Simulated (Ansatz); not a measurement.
A run on ZnS with Br replacing S

```yaml
crystal:
  lattice:
    - [7.622, 0.0, 0.0]
    - [-3.811, 6.6008456276, 0.0]
    - [0.0, 0.0, 12.468]
  atoms:
    - { symbol: Zn, position: [0.1666666666, 0.3333333334, 0.0] }
    - { symbol: Zn, position: [0.1666666666, 0.3333333334, 0.5] }
    - { symbol: Zn, position: [0.1666666666, 0.8333333334, 0.0] }
    - { symbol: Zn, position: [0.1666666666, 0.8333333334, 0.5] }
    - { symbol: Zn, position: [0.6666666666, 0.3333333334, 0.0] }
    - { symbol: Zn, position: [0.6666666666, 0.3333333334, 0.5] }
    - { symbol: Zn, position: [0.6666666666, 0.8333333334, 0.0] }
    - { symbol: Zn, position: [0.6666666666, 0.8333333334, 0.5] }
    - { symbol: Zn, position: [0.3333333334, 0.1666666666, 0.25] }
    - { symbol: Zn, position: [0.3333333334, 0.1666666666, 0.75] }
    - { symbol: Zn, position: [0.3333333334, 0.6666666666, 0.25] }
    - { symbol: Zn, position: [0.3333333334, 0.6666666666, 0.75] }
    - { symbol: Zn, position: [0.8333333334, 0.1666666666, 0.25] }
    - { symbol: Zn, position: [0.8333333334, 0.1666666666, 0.75] }
    - { symbol: Zn, position: [0.8333333334, 0.6666666666, 0.25] }
    - { symbol: Zn, position: [0.8333333334, 0.6666666666, 0.75] }
    - { symbol: Br, position: [0.1666666666, 0.3333333334, 0.1925] }
    - { symbol: S, position: [0.1666666666, 0.3333333334, 0.6925] }
    - { symbol: S, position: [0.1666666666, 0.8333333334, 0.1925] }
    - { symbol: S, position: [0.1666666666, 0.8333333334, 0.6925] }
    - { symbol: S, position: [0.6666666666, 0.3333333334, 0.1925] }
    - { symbol: S, position: [0.6666666666, 0.3333333334, 0.6925] }
    - { symbol: S, position: [0.6666666666, 0.8333333334, 0.1925] }
    - { symbol: S, position: [0.6666666666, 0.8333333334, 0.6925] }
    - { symbol: S, position: [0.3333333334, 0.1666666666, 0.4425] }
    - { symbol: S, position: [0.3333333334, 0.1666666666, 0.9425] }
    - { symbol: S, position: [0.3333333334, 0.6666666666, 0.4425] }
    - { symbol: S, position: [0.3333333334, 0.6666666666, 0.9425] }
    - { symbol: S, position: [0.8333333334, 0.1666666666, 0.4425] }
    - { symbol: S, position: [0.8333333334, 0.1666666666, 0.9425] }
    - { symbol: S, position: [0.8333333334, 0.6666666666, 0.4425] }
    - { symbol: S, position: [0.8333333334, 0.6666666666, 0.9425] }
total_charge: 1
kpoints:
  mp_grid: { grid: [3, 3, 2] }
scf:
  occupations: { method: fermi_dirac, width: 0.01 }
  max_iter: 3
hamiltonian:
  xc: pbe
  pseudopotentials: { kind: paw }
output:
  forces: true
  stress: true
  populations: true
  efg:
    quadrupole_moments_barn: { Zn: 0.122, Br: 0.2579, S: -0.0694 }
    contact_densities: true
```

```sh
ansatz run input.yaml --threads 1 --pin off --max-ram 3072MiB --backend cpu --events-out ev --progress --plain --runs-dir out
```

Task: What happens when this input is run?

Result: No converged result was reached. The input holds a cap of too few SCF iterations. The program says:

```
Error: did not converge after 3 iterations: dr2 = 4.20e-2 (threshold 1.00e-7), under the density mixer `msr1`, which `scf.mixing.algorithm: auto` chose by the deck's other keys (type `scf.mixing.algorithm: msr1` to keep it); raise `scf.max_iter`, which need not help a stalled SCF, or adjust the mixing (`scf.mixing`) or, under a smearing, its width (`scf.occupations.width`, in either direction: another width is another result) …
```

```
SCF iter   1: F=—  HF=-69450.231905 eV  |F-HF|=—  |Δ(HF+E_count)|=         —  Δρ=1.52e-2  dr2=9.66e-1  ethr=1.77e-3  ⟨swp⟩=10.7  Hψ=13496  notcnv=0
preconditioner: auto → Resta (q_TF=auto, 2.396 Å⁻¹)  ε∞=6.3  [insulator: Δε(μ)=1.905 eV  Ē_g=10.958 eV  σ=0.010 eV  W_gap=1.00  n_scr=134 (ndim 8)  ℏωp=25.2 eV  f_vac=0.037  D(μ)=0.00/eV (n_scr^D=0)  ε∞_Penn≈6.3]
SCF iter   2: F=—  HF=-69449.934734 eV  |F-HF|=—  |Δ(HF+E_count)|=   2.97e-1  Δρ=1.61e-3  dr2=3.21e-2  ethr=3.35e-4  ⟨swp⟩=6.7  Hψ=7799  notcnv=0
SCF iter   3: F=—  HF=-69449.882192 eV  |F-HF|=—  |Δ(HF+E_count)|=   5.25e-2  Δρ=2.24e-3  dr2=4.20e-2  ethr=1.12e-5  ⟨swp⟩=6.3  Hψ=6998  notcnv=0
```

Against a sound input the change was `scf.max_iter`: not typed → 3.

With the sound settings the run converges and gives V_zz (10²¹ V/m²) Zn1 6.67 (η 0.00), Zn2 1.45 (η 0.00), Zn3 2.42 (η 0.14), Zn4 1.38 (η 0.26), Zn9 3.88 (η 0.32), Zn10 2.63 (η 0.00), among others; a site carries the number of its first atom in the input. The defect repeats with the cell of 32 atoms, so it feels its images: sites between two images don't show the values beside a lone defect, and zeros or small values of η there can come from the images' arrangement. S and Zn carry a gradient in the pure host already, so the values there aren't the defect's effect alone. A uniform background compensates the cell's charge. The neighbours have not yet relaxed around the defect (largest force 2.4 eV/Å), so a real crystal will differ.
